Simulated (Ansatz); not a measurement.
PtRhN$_{2}$:
```
PtRhN2
1.0
    1.47095     0.84925     6.21394
   -1.47095     0.84925     6.21394
    0.00000    -1.69850     6.21394
Rh Pt N
1 1 2
Direct
  0.50000   0.50000   0.50000
  0.00000   0.00000   0.00000
  0.89545   0.89545   0.89545
  0.10455   0.10455   0.10455
```

Relaxed with PBE. Special points in fractions of this cell's reciprocal vectors: Γ (0.000, 0.000, 0.000); T (0.500, 0.500, 0.500); H2 (0.821, 0.179, 0.500); H0 (0.500, -0.179, 0.179); L (0.500, 0.000, 0.000); S0 (0.340, -0.340, 0.000); S2 (0.660, 0.000, 0.340); F (0.500, 0.000, 0.500).

Task: List the band energies nearest the Fermi level at these points for the program Ansatz at the PBE level (PAW).

Result: In eV from the Fermi level; about four levels below and three above (degenerate sets whole), none deeper than 8.9 eV; … stands for higher levels left out; points with the same levels are listed once.

```json
[
 {"k": "Γ", "below": "-1.80 -1.80 -0.86 -0.86", "above": "4.11 4.11 …"},
 {"k": "T", "below": "-2.91 -2.91 -2.27 -2.27 -0.48", "above": "0.72 0.72 3.32 3.32"},
 {"k": "H2", "below": "-2.24 -1.40 -1.19 -0.65", "above": "0.01 1.59 3.24"},
 {"k": "L", "below": "-1.01 -0.33 -0.13 -0.05", "above": "1.91 2.76 3.33"},
 {"k": "S0", "below": "-2.26 -1.26 -1.23 -0.74", "above": "0.11 1.56 3.27"},
 {"k": "F", "below": "-2.04 -1.97 -1.01 -0.33", "above": "0.13 1.54 3.08"}
]
```

Space group R-3m. The start of the workflow was typed in or built on a structure type; neither database checked (COD, Materials Project) lists it. Whether it is the stable phase at ambient conditions was not checked. The PBE relaxation kept the symmetry of its start; whether a distortion lowers the energy is not shown. The workflow began spin-polarised and lost its moments. Its formation energy is positive at this level, so the cell may be metastable or incomplete. Spin–orbit coupling is left out wherever it is not named.

Potentials: the later of the program's two PAW sets.
